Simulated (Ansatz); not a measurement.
The cell comes from COD entry 1010283, which wasn't checked; take it as a given geometry. It differs from other determinations.

Si$_{2}$W: DFT, PBEsol, all-electron LAPW, scalar-relativistic (Ansatz 0.2.0).

Command: `ansatz run input.yaml --threads 1 --pin off --max-ram 4096MiB --backend cpu --events-out ev --progress --plain --runs-dir out` The run took 3.7 min on 1 thread of Intel(R) Xeon(R) Platinum 8259CL CPU @ 2.50GHz (Skylake/Cascade Lake) (shared host), peak memory 1.9 GiB.

```yaml
crystal:
  lattice:
    - [-1.606, 1.606, 3.94]
    - [1.606, -1.606, 3.94]
    - [1.606, 1.606, -3.94]
  atoms:
    - { symbol: Si, position: [0.333, 0.333, 0.0] }
    - { symbol: Si, position: [0.667, 0.667, 0.0] }
    - { symbol: W, position: [0.0, 0.0, 0.0] }
kpoints:
  mp_grid: { grid: [18, 18, 18] }
  band_path:
    path:
      - [0.0, 0.0, 0.0]
      - [0.0, 0.0, 0.5]
      - [0.25, 0.25, 0.25]
      - [0.0, 0.5, 0.0]
      - [0.0, 0.0, 0.0]
      - [0.5, 0.5, -0.5]
      - [0.2915373367, 0.7084626633, -0.2915373367]
      - [-0.2915373367, 0.2915373367, 0.2915373367]
      - [0.0, 0.0, 0.0]
    npoints: 14
scf:
  occupations: { method: fermi_dirac, width: 0.03 }
hamiltonian:
  xc: pbesol
  pseudopotentials: { kind: all_electron, lapw: { basis_error: 0.0005 } }
output:
  forces: true
  stress: true
  eigenvalues: true
  fatbands: true
  populations: true
  dos: { projected: true, de: 0.2, e_range: [-14, 8] }
```

Output:

```
Si: projections on atomic orbitals take those of the free atom 1s2 2s2 2p6 3s2 3p2, of charge +0.00 (hamiltonian.pseudopotentials.projection_atoms)
W: projections on atomic orbitals take those of the free atom 1s2 2s2 2p6 3s2 3p6 3d10 4s2 4p6 4d10 4f14 5s2 5p6 5d4 6s2, of charge +0.00 (hamiltonian.pseudopotentials.projection_atoms)
LAPW: plane waves up to 8.228 Å⁻¹, error target 5.0e-4 eV per atom; small_component_spin mean_spin; Si in spheres of 1.153 Å, 12 of its electrons in bands, Dirac shells []; W in spheres of 1.471 Å, 38 of its electrons in bands, Dirac shells []
Engine: ansatz 0.2.0
Pseudopotentials: kind: all_electron
Pseudopotential: Si, LAPW, valence charge 12, Koelling and Harmon's equation, gaussian nucleus
Pseudopotential: W, LAPW, valence charge 38, Koelling and Harmon's equation, gaussian nucleus
Functional definition: PBEsol
  exchange = pbesol_x
  correlation = pbesol_c
Crystal: 3 atoms, lattice volume = 40.649 Å³
Basis set: ecut = 257.9375399301849 eV, 379 PW (Γ), FFT grids on a1+a3, a2+a3, a3, exchange–correlation at level 2
Bands: 38, of which v1, the nominal top of the filled ones, is band 31 counted from 1 (30 counted from 0)
Symmetry: 16 space group operations
Space group: I4/mmm (ITA 139), of the structure as read, at distance tolerance 3.4e-5 Å
k-points: 480 of 5832
Non-local potential: Si, projectors of the file, none
Non-local potential: W, projectors of the file, none
Initial density: superposition of atomic densities (chi_scale 0.1, normalization cell, long waves kept (reshape's long-wave potential 0.00 eV rms))
Initial wavefunctions: plane waves of lowest kinetic energy (no species holds an atomic orbital)
Functional: x = pbesol(κ = 0.804, μ = 0.12345679012345678), c = pbesol(β = 0.046)
iter 1 solved again at ethr=3.06e-4 eV; its pass at ethr=1.00e-1 eV (dr2=1.90e-1 eV) is discarded
SCF iter   1: F=—  HF=-454831.447746 eV  |F-HF|=—  |Δ(HF+E_count)|=         —  Δρ=2.60e-2  dr2=1.90e-1  ethr=3.06e-4  ⟨swp⟩=2.8  Hψ=119456  notcnv=0
preconditioner: auto → Kerker (q_TF=auto, 2.927 Å⁻¹)  [metal: Δε(μ)=0.041 eV  Ē_g=20.782 eV  σ=0.030 eV  W_gap=0.32  n_scr=14 (ndim 8)  ℏωp=30.8 eV  f_vac=0.000  D(μ)=0.23/eV (n_scr^D=0)]
SCF iter   2: F=—  HF=-454831.325515 eV  |F-HF|=—  |Δ(HF+E_count)|=   1.22e-1  Δρ=1.98e-2  dr2=2.41e-1  ethr=3.06e-4  ⟨swp⟩=2.0  Hψ=55028  notcnv=0
SCF iter   3: F=—  HF=-454831.265371 eV  |F-HF|=—  |Δ(HF+E_count)|=   6.01e-2  Δρ=1.04e-2  dr2=4.53e-2  ethr=3.06e-4  ⟨swp⟩=2.0  Hψ=54716  notcnv=0
SCF iter   4: F=—  HF=-454831.246217 eV  |F-HF|=—  |Δ(HF+E_count)|=   1.92e-2  Δρ=4.14e-3  dr2=1.09e-2  ethr=7.31e-5  ⟨swp⟩=2.0  Hψ=53934  notcnv=0
iter 5 solved again at ethr=1.12e-6 eV; its pass at ethr=1.76e-5 eV (dr2=6.97e-4 eV) is discarded
SCF iter   5: F=—  HF=-454831.246064 eV  |F-HF|=—  |Δ(HF+E_count)|=         —  Δρ=9.47e-4  dr2=6.96e-4  ethr=1.12e-6  ⟨swp⟩=2.0  Hψ=88860  notcnv=0
the basis was enlarged: its passes take 833.7 KiB over the memory plan, 1 of 1 planned eigensolver slots
SCF iter   6: F=—  HF=-454831.244160 eV  |F-HF|=—  |Δ(HF+E_count)|=   1.90e-3  Δρ=3.87e-4  dr2=6.42e-5  ethr=1.12e-6  ⟨swp⟩=2.0  Hψ=51733  notcnv=0
SCF iter   7: F=—  HF=-454831.244146 eV  |F-HF|=—  |Δ(HF+E_count)|=   1.38e-5  Δρ=1.86e-4  dr2=2.24e-5  ethr=1.04e-7  ⟨swp⟩=2.0  Hψ=51726  notcnv=0
SCF iter   8: F=—  HF=-454831.244142 eV  |F-HF|=—  |Δ(HF+E_count)|=   3.65e-6  Δρ=3.83e-5  dr2=7.49e-7  ethr=3.61e-8  ⟨swp⟩=2.0  Hψ=51727  notcnv=0
SCF iter   9: F=-454831.244142 eV  HF=-454831.244142 eV  |F-HF|=2.43e-8  |Δ(HF+E_count)|=   7.76e-8  Δρ=1.21e-5  dr2=6.09e-8  ethr=1.21e-9  ⟨swp⟩=2.0  Hψ=51749  notcnv=0
SCF 1 converged in 9 iterations: F = -454831.244142 eV  dr2 = 6.09e-8
NSCF: frozen V_eff on 113 k-points
SCF converged after 9 iterations
Free energy (F): -454831.244142 eV
Harris-Foulkes:  -454831.244142 eV  (|F-HF|=2.43e-8)
Internal energy: -454831.243462 eV  (E = F + TS)
E sigma→0 (E₀):  -454831.243802 eV
Entropy (-TS):   -0.000680 eV (-0.227 meV/atom)
Fermi energy:    20.316151 eV
--- Per-component energies (eV) ---
  E_band       = -3530.034154
  E_kinetic    = 507490.007712
  E_xc         = -9815.185368
  E_electrostatic = -952506.065806  (all electrons and nuclei)
  E_smearing   = -0.000680  (= −TS)
  E_closure    = 0.000000  (closes the sum)
  E_atoms      = -454806.133930  (free atoms, spherical and without spin; not in F)
  Σ components = -454831.244142   (vs F -454831.244142, Δ=0.00e0)
  Basis errors (estimates in eV, not in F): energy 1.6e-4 per atom: plane waves 1.4e-4 (7.1e-5 summed), levels above the bands 1.3e-114, relativity 7.4e-9, radial functions 2.2e-5, core shells 2.9e-7; eigenvalues (radial functions only) 8.0e-7; not estimated: angular momenta, meshes, grids; target (lapw.basis_error) 5.0e-4; muffin-tin radii Si 1.153 Å, W 1.471 Å
--- Forces (eV/Å), atoms counted from 1 ---
  atom   1  Si     0.00000000     0.00000000     0.28024830
  atom   2  Si     0.00000000    -0.00000000    -0.28024830
  atom   3  W     -0.00000000     0.00000000     0.00000000
  max |Σ_I F_I| component: 5.55e-17 eV/Å
--- Stress (GPa, compression-positive) ---
       -2.650294       0.000000      -0.000000
        0.000000      -2.650294      -0.000000
       -0.000000      -0.000000      -5.391570
  P = ⅓ Tr σ = -3.5641 GPa (-35.641 kbar)
--- Band table (eV; the first three rows and the last of 480) ---
  k-point 0: bands = ["-212.3988", "-212.3659", "-212.3614", "-212.3452", "-212.3452", "-113.8384", "-113.8366", "-70.1275", "-70.1275", "-70.1227", "-70.1227", "-70.1161", "-70.1095", "-53.4659", "-17.7777", "-17.7244", "-17.7244", "-7.7539", "-7.7539", "-7.7260", "-7.7252", "-7.7107", "-7.7107", "-7.6982", "6.2687", "13.5103", "16.4948", "17.0112", "17.4765", "17.4765", "20.9929", "23.0131", "23.1849", "23.5274", "23.5274", "24.8311", "25.8853", "25.8853"]
  k-point 1: bands = ["-212.3988", "-212.3659", "-212.3614", "-212.3452", "-212.3452", "-113.8384", "-113.8366", "-70.1275", "-70.1274", "-70.1230", "-70.1227", "-70.1160", "-70.1095", "-53.4655", "-17.7765", "-17.7309", "-17.7301", "-7.7540", "-7.7539", "-7.7258", "-7.7251", "-7.7108", "-7.7107", "-7.6983", "6.3687", "13.6033", "16.1664", "17.0355", "17.2111", "17.8161", "20.4954", "22.8659", "23.4927", "23.5970", "23.6074", "24.8188", "25.9766", "26.1914"]
  k-point 2: bands = ["-212.3988", "-212.3659", "-212.3614", "-212.3452", "-212.3452", "-113.8383", "-113.8366", "-70.1276", "-70.1270", "-70.1236", "-70.1227", "-70.1158", "-70.1096", "-53.4642", "-17.7729", "-17.7492", "-17.7464", "-7.7542", "-7.7541", "-7.7253", "-7.7247", "-7.7110", "-7.7109", "-7.6986", "6.6645", "13.8670", "15.6610", "16.5798", "17.1118", "18.2919", "19.4037", "22.6734", "23.7783", "23.7967", "24.0981", "24.6869", "26.4056", "26.8632"]
  k-point 479: bands = ["-212.3988", "-212.3659", "-212.3614", "-212.3452", "-212.3452", "-113.8381", "-113.8369", "-70.1278", "-70.1278", "-70.1224", "-70.1224", "-70.1132", "-70.1124", "-53.4658", "-17.7943", "-17.7256", "-17.7256", "-7.7539", "-7.7539", "-7.7258", "-7.7250", "-7.7110", "-7.7110", "-7.6983", "8.4463", "9.4062", "16.5000", "17.6736", "19.4905", "19.4905", "19.8028", "19.8028", "21.1648", "24.6434", "25.1229", "26.3036", "28.3960", "29.0677"]
--- Löwdin populations: 3 sites ---
  site symbol       q [e]
     0     Si     13.9242
     1     Si     13.9242
     2      W     73.9261
  spilling = 0.002211 (of n_electrons = 102.000000)
```

populations.tsv:

```
# site	symbol	l	j	q
# orbitals = lowdin
# n_electrons = 102.000000
# spilling = 0.002211
# projection_atom_Si: 1s2 2s2 2p6 3s2 3p2
# projection_atom_W: 1s2 2s2 2p6 3s2 3p6 3d10 4s2 4p6 4d10 4f14 5s2 5p6 5d4 6s2
0	Si	0_1S	-	1.999847
0	Si	0_2S	-	1.988100
0	Si	0_3S	-	1.182239
0	Si	1_2P	-	5.996754
0	Si	1_3P	-	2.757286
1	Si	0_1S	-	1.999847
1	Si	0_2S	-	1.988100
1	Si	0_3S	-	1.182239
1	Si	1_2P	-	5.996754
1	Si	1_3P	-	2.757286
2	W	0_1S	-	1.999999
2	W	0_2S	-	1.999971
2	W	0_3S	-	1.999643
2	W	0_4S	-	1.996341
2	W	0_5S	-	1.945808
2	W	0_6S	-	0.531563
2	W	1_2P	-	6.000000
2	W	1_3P	-	5.999998
2	W	1_4P	-	5.999897
2	W	1_5P	-	5.987599
2	W	2_3D	-	9.999999
2	W	2_4D	-	9.999939
2	W	2_5D	-	5.466143
2	W	3_4F	-	13.999161
```
